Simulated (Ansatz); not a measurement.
Relaxed-ion elastic tensor of RbHgF₃ (cubic perovskite, Pm-3m) in GPa (Voigt order), PBEsol in the plane-wave PAW code Ansatz; density 6.11 g/cm³, 18.64 Å³ per atom.

```
97.1  37.7  37.7   0.0   0.0   0.0
37.7  97.1  37.7   0.0   0.0   0.0
37.7  37.7  97.1   0.0   0.0   0.0
 0.0   0.0   0.0   9.0   0.0   0.0
 0.0   0.0   0.0   0.0   9.0   0.0
 0.0   0.0   0.0   0.0   0.0   9.0
```

Task: Is the crystal mechanically stable?

Result: Yes: the smallest eigenvalue of C is 9.0 GPa.

Task: Work out the Voigt, Reuss and Hill averages.

Result: K_V = 57.5, K_R = 57.5, K_H = 57.5; G_V = 17.3, G_R = 12.5, G_H = 14.9 GPa.

Task: Give Young's modulus, Poisson's ratio, Pugh's ratio and the universal anisotropy index.

Result: E = 9KG/(3K + G) = 41.2 GPa; ν = 0.38; K/G = 3.85 (ductile by the Pugh limit of 1.75); A_U = 5G_V/G_R + K_V/K_R − 6 = 1.91.

Task: Estimate the sound speeds and the Debye temperature.

Result: v_l = √((K + 4G/3)/ρ) = 3560 m/s, v_t = √(G/ρ) = 1560 m/s, mean 1760 m/s; Θ = (h/k)(3n/4πV)^(1/3) v_m = 198 K.

Task: Give the Zener ratio and Young's modulus along [100], [110] and [111].

Result: A = 2C44/(C11 − C12) = 0.30; 1/E = S11 − 2(S11 − S12 − S44/2)Γ with Γ = 0, 1/4, 1/3 gives 76.0, 30.9, 25.8 GPa.

Task: Solve the Christoffel equation for the three sound speeds along [100], [110], [111].

Result: Eigenvalues of C_ijkl n_j n_l equal ρv². In km/s, slowest first: [100] 1.22, 1.22, 3.99; [110] 1.22, 2.20, 3.54; [111] 1.93, 1.93, 3.37.

The first step of the workflow began from a Materials Project structure, measured or hypothetical; the Crystallography Open Database files this formula in space group No. 221, but the cells were not matched. Whether it is the stable phase at ambient conditions was not checked. The PBEsol relaxation kept the symmetry of its start; its stability against distortions is not shown here. Spin–orbit coupling is left out wherever it is not named.

Potentials: the later of the program's two PAW sets.
